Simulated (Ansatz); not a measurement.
A relaxed structure of Pb is spoiled in several ways and relaxed again each time (squeezed and stretched starts keep its symmetry, which their runs cannot lower; pressure is positive under compression). Computed with PBE (plane waves to 420 eV, PAW, scalar-relativistic; Ansatz, a quantum-chemistry and plane-wave program).

```cif
data_Pb4
_chemical_formula_sum 'Pb4'
_space_group_name_H-M_alt 'Fm-3m'
_space_group_IT_number 225
_space_group_name_Hall '-F 4 2 3'
_cell_length_a 5.03412
_cell_length_b 5.03412
_cell_length_c 5.03412
_cell_angle_alpha 90.000
_cell_angle_beta 90.000
_cell_angle_gamma 90.000
loop_
_atom_site_label
_atom_site_type_symbol
_atom_site_symmetry_multiplicity
_atom_site_Wyckoff_symbol
_atom_site_fract_x
_atom_site_fract_y
_atom_site_fract_z
_atom_site_occupancy
Pb1 Pb 4 a 0.00000 0.00000 0.00000 1
```
(The calculation used a cell of 1 atom; values per cell refer to that cell.)

```csv
change,first pressure (GPa),largest first force (eV/Å),released (eV/atom),moves,outcome,final group,E − E(parent) (eV/atom)
stretched uniformly to 115 % of its volume,-4.0,0.00,0.07,4,(withheld),(withheld),(withheld)
"deformed by the Cartesian strain tensor (xx, yy, zz, yz, xz, xy) = (0.051, 0.020, -0.041, 0.017, 0.001, -0.022)",(withheld),0.00,(withheld),7,(withheld),(withheld),(withheld)
```

Fill in the missing entries.


- deformed by the Cartesian strain tensor (xx, yy, zz, yz, xz, xy) = (0.051, 0.020, -0.041, 0.017, 0.001, -0.022), first pressure (GPa): -0.8
- deformed by the Cartesian strain tensor (xx, yy, zz, yz, xz, xy) = (0.051, 0.020, -0.041, 0.017, 0.001, -0.022), released (eV/atom): 0.01
- deformed by the Cartesian strain tensor (xx, yy, zz, yz, xz, xy) = (0.051, 0.020, -0.041, 0.017, 0.001, -0.022), outcome: returns to the parent
- deformed by the Cartesian strain tensor (xx, yy, zz, yz, xz, xy) = (0.051, 0.020, -0.041, 0.017, 0.001, -0.022), final group: Fm-3m
- deformed by the Cartesian strain tensor (xx, yy, zz, yz, xz, xy) = (0.051, 0.020, -0.041, 0.017, 0.001, -0.022), E − E(parent) (eV/atom): 0.00
- stretched uniformly to 115 % of its volume, outcome: returns to the parent
- stretched uniformly to 115 % of its volume, final group: Fm-3m
- stretched uniformly to 115 % of its volume, E − E(parent) (eV/atom): 0.00

First-step values come from each run's starting, coarser k-mesh (11×11×11). The runs use different k-meshes, so differences are rounded accordingly. No spin polarisation in the result.
